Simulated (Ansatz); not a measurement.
# CaAu2Si2: a fit and a missing row

CaAu2Si2, I4/mmm, a = 4.301 Å, c = 10.006 Å. The structure is a COD entry; whether it is the stable form wasn't checked. Ansatz: PBEsol, PAW, 420 eV, Γ-centred 12×12×12 mesh on 5 atoms, Gaussian smearing 0.10 eV; no spin polarisation. Shape and atoms are relaxed at each volume; pressure is positive in compression.

| V (Å³/atom) | P (GPa) |
| --- | --- |
| 17.402 | 7.56 |
| 17.958 | 3.43 |
| 18.513 | -0.01 |
| 19.068 | ? |
| 19.624 | -5.26 |

Problem. Take V0 = 18.513 Å³/atom, count pressures from its P0 = -0.01 GPa, fit the third-order Birch–Murnaghan form to the other rows, and predict the missing pressure.

Solution. With the Eulerian strain f = ½[(V0/V)^(2/3) − 1] and y = (P − P0)/[3f(1 + 2f)^(5/2)], the form is the line y = B0 + 1.5 B0 (B0′ − 4) f. Rows (f, y): 0.02106, 108.1; 0.01025, 106.3; -0.01905, 101.2. Means f = 0.004087, y = 105.20; Σ(Δf)² = 0.0008614, ΣΔfΔy = 0.1485; the slope is their ratio. y = 104.5 + 172.5 f GPa, so B0 = 104.5 GPa and B0′ = 4 + 2 × (172.5)/(3 × 104.5) = 5.10. At V = 19.068, f = -0.00975, y = 102.82 and P = -2.87 GPa. The run gave -2.87 GPa, the same to the digits shown.

Spin–orbit coupling is left out, which can shift energies with elements as heavy as these.